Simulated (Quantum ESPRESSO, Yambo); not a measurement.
## Quasiparticle gap of LiF at -3 % isotropic strain

```xyz
2
Lattice="0.0000 1.9407 1.9407 1.9407 0.0000 1.9407 1.9407 1.9407 0.0000" Properties=species:S:1:pos:R:3 pbc="T T T"
Li     0.0000     0.0000     0.0000
F      1.9407     1.9407     1.9407
```

The PBEsol cell relaxed from Materials Project entry mp-1138 was given an isotropic strain of -3 % on all lattice vectors, and the atoms were relaxed again.

Starting point: norm-conserving PBEsol (Quantum ESPRESSO, 84 Ry, scalar-relativistic). G0W0 in Yambo: 8×8×8 Γ-centred k mesh, 65 bands and a 14 Ry block in the screening, 65 bands in G with the Bruneval-Gonze terminator, plasmon pole fitted at 27.2 eV.

```json
{
  "PBEsol gap along the band path": "10.00 eV",
  "PBEsol gap between the mesh's edge points (Γ → Γ)": "10.00 eV",
  "G0W0 gap between the same points": "14.76 eV"
}
```

```tsv
k point	band	E PBEsol (eV)	E QP (eV)	shift (eV)	Z
Γ	VB	0.00	-3.00	-3.00	0.83
Γ	CB	10.00	11.75	1.75	0.89
L	VB	-0.27	-3.33	-3.06	0.83
L	CB	11.22	13.03	1.81	0.90
K	VB	-0.87	-4.01	-3.14	0.83
K	CB	15.09	17.19	2.09	0.89
```

Energies count from the PBEsol valence-band maximum.

Convergence of the G0W0 settings was not tested.
